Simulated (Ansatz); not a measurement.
Task: Name crystals whose computed values (the program Ansatz at the PBE level (PAW)) fall in these windows: Θ_D (K) 360 to 500; HSE06 gap (eV) 4.1 to 5.5; highest Γ mode, no LO–TO term (cm⁻¹) 160 to 210.

Result: 

```csv
crystal,Θ_D (K),HSE06 gap (eV),"highest Γ mode, no LO–TO term (cm⁻¹)"
"SrO, rock salt",426,4.80,189
```
Others may fit too.

The cell was relaxed under the symmetry of its start. Scalar-relativistic: spin–orbit coupling is off unless named, which matters more the heavier the elements.

Potentials: the later of the program's two PAW sets.
